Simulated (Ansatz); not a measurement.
The start is a relaxed MoRu cell displaced along its unstable phonon at q = Γ (190i cm⁻¹), largest move 0.15 Å. The cell and all atomic positions are relaxed at zero pressure with PBEsol (plane waves to 420 eV, PAW, scalar-relativistic; Ansatz, an electronic-structure program). First-step values are on the input's coarse k-mesh.

Ansatz input (later rounds restart from its end on a renewed k-mesh):
Ansatz 0.2 input:
```yaml
crystal:
  lattice:
    - [4.281615821, 0, 0]
    - [-2.1408079105, 3.7079880702, 0]
    - [0, 0, 4.8422302882]
  atoms:
    - { symbol: Ru, position: [0.3333333333, 0.6666666667, 0.2711163474] }
    - { symbol: Ru, position: [0.6666666667, 0.3333333333, 0.7288836526] }
    - { symbol: Mo, position: [0.3333333333, 0.6666666667, 0.780977461] }
    - { symbol: Mo, position: [0.6666666667, 0.3333333333, 0.219022539] }
basis: { ecutwfc: 420, ecutrho_ratio: 4, xc_grid: 2, fft_grid_basis: typed }
kpoints: { mp_grid: { grid: [9, 9, 7] } }
hamiltonian:
  xc: pbesol
  dispersion: none
  pseudopotentials: { kind: paw }
scf: { occupations: { method: fermi_dirac, width: 0.05 } }
relax: { f_tol: 0.01, max_steps: 100, cell: { stress_tol: 0.02 } }
output: { forces: true, stress: true }
```

Which atoms feel the largest initial force, and how large is it?

1.33 eV/Å, on Mo3, Mo4 (atoms numbered as listed).

How much energy is released per atom?

0.36 eV/atom.

How does the volume per atom move from start to end?

-13.1 %, from 19.22 to 16.70 Å³/atom.

Does it find its way back to the structure it was made from?

It does not go back: it reaches P-3m1 (No. 164), 0.45 eV/atom below the parent.

What band gap does the relaxed structure have at this level?

No gap (metallic).

Write out the relaxed structure.


Space group P-3m1 (No. 164); a = b = 3.655 Å, c = 5.775 Å, α = β = 90.00°, γ = 120.00°

```tsv
atom	site	symmetry	x	y	z
Ru	2d	3m.	0.3333	0.6667	0.3656
Mo	2d	3m.	0.6667	0.3333	0.1351
```

Final values are on a 15×15×8 k-mesh of the relaxed cell. No spin polarisation in the result.

The run could not lose the symmetry of its start: the end is stationary, and may be a saddle point rather than a minimum.

The relaxed structure here is a generated cell of MoRu: the first start was made by placing the elements on the sites of a structure type, and the end was not matched to a known phase here, so it may be hypothetical.
